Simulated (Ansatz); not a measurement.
Level of theory: DFT PBE, scalar-relativistic, plane waves, PAW in Ansatz. All cells share a 420 eV cutoff and Γ-centred k meshes spaced at most about 0.3 Å⁻¹ (about 0.25 or finer for metals, 2π included). No spin polarisation in the final relaxations.

These are static total energies at zero pressure.

Two relaxed structures of Ti2SnTe3:

A.

```cif
data_structure
_symmetry_space_group_name_H-M 'I4/mmm'
_symmetry_Int_Tables_number 139
_cell_length_a 4.2799
_cell_length_b 4.2799
_cell_length_c 19.9586
_cell_angle_alpha 90.000
_cell_angle_beta 90.000
_cell_angle_gamma 90.000
_cell_volume 365.59
loop_
_atom_site_label
_atom_site_type_symbol
_atom_site_symmetry_multiplicity
_atom_site_Wyckoff_symbol
_atom_site_fract_x
_atom_site_fract_y
_atom_site_fract_z
_atom_site_occupancy
Ti1 Ti 4 d 0.00000 0.50000 0.25000 1
Sn1 Sn 2 b 0.50000 0.50000 0.00000 1
Te1 Te 4 e 0.50000 0.50000 0.16330 1
Te2 Te 2 a 0.00000 0.00000 0.00000 1
```

B.

```cif
data_structure
_symmetry_space_group_name_H-M 'P-4m2'
_symmetry_Int_Tables_number 115
_cell_length_a 4.1897
_cell_length_b 4.1897
_cell_length_c 8.1212
_cell_angle_alpha 90.000
_cell_angle_beta 90.000
_cell_angle_gamma 90.000
_cell_volume 142.55
loop_
_atom_site_label
_atom_site_type_symbol
_atom_site_symmetry_multiplicity
_atom_site_Wyckoff_symbol
_atom_site_fract_x
_atom_site_fract_y
_atom_site_fract_z
_atom_site_occupancy
Ti1 Ti 2 g 0.50000 0.00000 0.73849 1
Sn1 Sn 1 b 0.50000 0.50000 0.00000 1
Te1 Te 2 g 0.50000 0.00000 0.37590 1
Te2 Te 1 a 0.00000 0.00000 0.00000 1
```

Question: Which would you expect to be lower, and how large is the difference?

Answer: A is lower, by 7 meV/atom. A has space group I4/mmm (No. 139), 30.5 Å³/atom and no gap on its mesh; B has space group P-4m2 (No. 115), 23.8 Å³/atom and no gap. Counting Te atoms around Sn and Ti (those within 1.25 times the shortest such distance or 1.15 times the sum of covalent radii, 1.27 where that leaves under three; a plus sign parts nearer from farther groups), A has Ti 4, Sn 6 and B has Ti 7, Sn 4+4. The lower one is the more open, so pressure narrows the difference. Both come from invented guesses.

The k mesh leaves some 4 meV/atom of noise in the energy of each metallic cell. These runs have no spin–orbit coupling, which can matter for Te. Cells relaxed within their symmetry can be saddle points.
